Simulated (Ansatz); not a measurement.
ZrO2:
```cif
data_O4Zr2
_chemical_formula_sum 'Zr2 O4'
_space_group_name_H-M_alt 'P 1'
_space_group_IT_number 1
_cell_length_a 3.60107
_cell_length_b 3.60107
_cell_length_c 5.22998
_cell_angle_alpha 90.000
_cell_angle_beta 90.000
_cell_angle_gamma 90.000
loop_
_space_group_symop_operation_xyz
  'x, y, z'
loop_
_atom_site_label
_atom_site_type_symbol
_atom_site_fract_x
_atom_site_fract_y
_atom_site_fract_z
_atom_site_occupancy
Zr1 Zr 0.00000 0.00000 0.00000 1
Zr2 Zr 0.50000 0.50000 0.50000 1
O1 O 0.00000 0.50000 0.30363 1
O2 O 0.00000 0.50000 0.80363 1
O3 O 0.50000 0.00000 0.19637 1
O4 O 0.50000 0.00000 0.69637 1
```

Relaxed with r²SCAN. The program Ansatz at the r²SCAN level (PAW) gives a gap of 4.60 eV.

**Question.** What gap does HSE06 give on the same cell (Ansatz, PAW)?

**Answer.** 5.72 eV, 1.11 eV more. The hybrid was solved on a coarser mesh and at special points; its gap is the smallest among all of these.

| k | v1 r²SCAN | c1 r²SCAN | v1 HSE06 | c1 HSE06 |
|---|---|---|---|---|
| Γ | -0.11 | 4.60 | -0.09 | 5.72 |
| Z | -0.03 | 5.14 | [?] | [?] |
| M | -0.44 | 5.66 | [?] | [?] |
| A | -0.09 | 5.68 | [?] | [?] |
| R | -0.85 | 5.08 | [?] | [?] |
| X | -0.12 | 4.97 | -0.13 | 6.12 |

**Question.** Top valence (v1) and lowest conduction level (c1) in eV from each method's valence maximum (which need not be a listed point): supply the withheld HSE06 values.

**Answer.** 
- R, v1 HSE06: -0.92
- R, c1 HSE06: 6.25
- Z, v1 HSE06: 0.00
- Z, c1 HSE06: 6.32
- M, v1 HSE06: -0.45
- M, c1 HSE06: 6.90
- A, v1 HSE06: -0.07
- A, c1 HSE06: 6.93

Cost on shared cores: the r²SCAN run (SCF on a 8×8×6 mesh, then bands and DOS) around 70 core-seconds (rough), the HSE06 run (SCF on 5×5×3, then a few points) roughly 110 core-seconds; the tasks are unlike.

Space group P4_2/nmc. This is a known high-temperature phase of the composition, computed here at zero pressure and temperature. The cell was relaxed with r²SCAN under the symmetry of its start; its stability against distortions is not shown here. The run is not spin-polarised. Spin–orbit coupling is left out wherever it is not named.

Potentials: the earlier of the program's two PAW sets.
